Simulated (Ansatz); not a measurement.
**Stationary points along a deformation path in TeAs**

All numbers below come from DFT PBEsol+D3(BJ), scalar-relativistic, plane waves, PAW (Ansatz). Cutoff 420 eV, Γ-centred 16×16×16 k-points, Gaussian smearing of 0.15 eV. No spin polarisation. Energies are free energies at this smearing, counted from the undisturbed cell; pressure is positive in compression.

The undisturbed cell (as given, not relaxed at this level; it stands at -5.4 GPa, and it needn't be the usual structure):

```xyz
2
Lattice="0.0000 2.9677 2.9677 2.9677 0.0000 2.9677 2.9677 2.9677 0.0000" Properties=species:S:1:pos:R:3 pbc="T T T"
Te    2.9677    2.9677    2.9677
As    0.0000    0.0000    0.0000
```

At fixed volume and fractional coordinates, lengths along (0.577, 0.577, 0.577) are scaled against those across it; ρ is that ratio over its starting value. V = 26.136 Å³/atom. Δσ is the stress along the axis less the mean stress across it (compression positive).

| ρ | ΔE (meV/atom) | Δσ (GPa) | space group |
| --- | --- | --- | --- |
| 0.500 | 378.4 | 0.00 | Pm-3m |
| 0.600 | 306.5 | 7.94 | R-3m |
| 0.710 | 139.9 | 8.41 | R-3m |
| 0.850 | 29.1 | 3.13 | R-3m |
| 0.930 | 6.1 | 1.53 | R-3m |
| 1.000 | 0.0 | 0.00 | Fm-3m |
| 1.080 | 8.1 | -1.96 | R-3m |
| 1.200 | 46.9 | -4.98 | R-3m |
| 1.410 | 191.4 | -11.24 | R-3m |
| 1.700 | 424.5 | -10.29 | R-3m |
| 2.000 | 549.4 | -2.29 | R-3m |

How does the stress give the slope of the energy, and where is the energy stationary?

Along the path d ln(length) is 2/3 d ln ρ on the axis and −1/3 d ln ρ across it, so dE/d ln ρ = −(2/3) V Δσ: the energy falls with ρ where Δσ is positive. Δσ vanishes or changes sign at ρ = 0.500 (Pm-3m, an end of the scan), at 378.4 meV/atom; at ρ = 1.000 (Fm-3m), a minimum at 0.0 meV/atom. Pairs of stationary points between two samples would go unseen, and could change a minimum read from distant neighbours into a maximum. At ρ = 0.500, 1.000 the cell is cubic, where symmetry alone makes the stress isotropic and the slope zero.

Which shear constant sets the curvature at ρ = 1?

For a cubic crystal E/V = (2/3) C (ln ρ)² with C = C44, so Δσ = −2C ln ρ. The parabola of Δσ against ln ρ through ρ = 0.930, 1 and 1.080 gives C ≈ 11.6 GPa with the ions clamped, rough because the steps are large. It is the stress–strain coefficient at this cell's pressure of -5.4 GPa, not the zero-pressure constant.

In a metal these slopes depend on the k mesh and the smearing.

Cost: 11 runs of about 3.9 core-minutes in all, on Arm Neoverse V1 (shared hosts).